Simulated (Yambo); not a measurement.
G0W0@PBEsol for Cs$_{2}$PtH$_{6}$ (space group Fm-3m, No. 225) in Yambo. Reference settings: 2×2×2 Γ-centred k mesh, bands 5 to 322 and a 8 Ry block in the screening, 322 bands in G with the Bruneval-Gonze terminator, plasmon pole fitted at 27.2 eV. The PBEsol gap X → X on this mesh is 3.84 eV; G0W0 gaps are taken between the same points.

```csv
change from the reference,G0W0 gap X → X (eV),shift of the valence edge (eV)
reference settings,6.06,-1.57
"109 bands in W, 109 bands in G",5.95,-1.28
no random integration,5.95,-1.31
139 bands in W,5.99,-1.39
3 Ry block,5.85,-1.34
"109 bands in G, no terminator",5.98,-1.16
200 bands in G,6.06,-1.56
2 Ry block,___,-1.22
```

Question: Estimate the withheld gaps from the other rows; the computed values follow.

Answer: 
- 2 Ry block, G0W0 gap X → X (eV): 5.77

The reference isn't shown to be the converged limit.

Spin-orbit coupling is not included.

Geometry of the Materials Project entry, not relaxed at this level; primitive cell a = 6.344 Å, b = 6.344 Å, c = 6.344 Å, α = 60.00°, β = 60.00°, γ = 60.00°.

The structure is a Materials Project entry; no match was found in the copy of COD used, and its stability was not checked.

A shift is the quasiparticle energy of the state minus its PBEsol energy.
